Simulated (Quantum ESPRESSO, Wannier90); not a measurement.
## Tight-binding from DFT: Mg₃ZnO₄ (R-3m)

Cell from Materials Project (mp-1222142), symmetrised, no further relaxation. Not found in the COD (Crystallography Open Database) copy used; not checked further. Computed values, not measurements, from PBEsol: Quantum ESPRESSO (norm-conserving PseudoDojo potentials, cutoff 68 Ry, no spin polarisation, no spin-orbit coupling) on a Γ-centred 6×6×6 mesh, then Wannier90. Density: 12×12×12 mesh, cold smearing 0.01 Ry.

```
begin unit_cell_cart
ang
   -1.5127950430    2.6202378759    0.0000000000
   -3.0255900860    0.0000000000    0.0000000000
   -1.5127950430    0.8734126253    9.8561530000
end unit_cell_cart
mp_grid = 6 6 6
```

### Question
Which shells of neighbouring k-points and which b-vectors and weights does Wannier90 pick for this cell and mesh?

### Answer
```
 *---------------------------------- K-MESH ----------------------------------*
 +----------------------------------------------------------------------------+
 |                    Distance to Nearest-Neighbour Shells                    |
 |                    ------------------------------------                    |
 |          Shell             Distance (Ang^-1)          Multiplicity         |
 |          -----             -----------------          ------------         |
 |             1                   0.106248                      2            |
 |             2                   0.212496                      2            |
 |             3                   0.318744                      2            |
 |             4                   0.401224                      6            |
 |             5                   0.405886                      6            |
 |             6                   0.424022                      6            |
 |             7                   0.424992                      2            |
 |             8                   0.437131                      6            |
       ... (lines left out)
 +----------------------------------------------------------------------------+
 | The b-vectors are chosen automatically                                     |
 | The following shells are used:                       1,  4                 |
 +----------------------------------------------------------------------------+
 |                        Shell   # Nearest-Neighbours                        |
 |                        -----   --------------------                        |
 |                          1               2                                 |
 |                          2               6                                 |
 +----------------------------------------------------------------------------+
 | Completeness relation is fully satisfied [Eq. (B1), PRB 56, 12847 (1997)]  |
 +----------------------------------------------------------------------------+
 |                  b_k Vectors (Ang^-1) and Weights (Ang^2)                  |
 |                  ----------------------------------------                  |
 |            No.         b_k(x)      b_k(y)      b_k(z)        w_b           |
 |            ---        --------------------------------     --------        |
 |             1         0.000000    0.000000    0.106248    43.596604        |
 |             2         0.000000    0.000000   -0.106248    43.596604        |
 |             3        -0.346113   -0.199829   -0.035416     2.086906        |
 |             4         0.000000    0.399657   -0.035416     2.086906        |
 |             5        -0.346113    0.199829    0.035416     2.086906        |
 |             6         0.346113    0.199829    0.035416     2.086906        |
 |             7         0.000000   -0.399657    0.035416     2.086906        |
 |             8         0.346113   -0.199829   -0.035416     2.086906        |
```
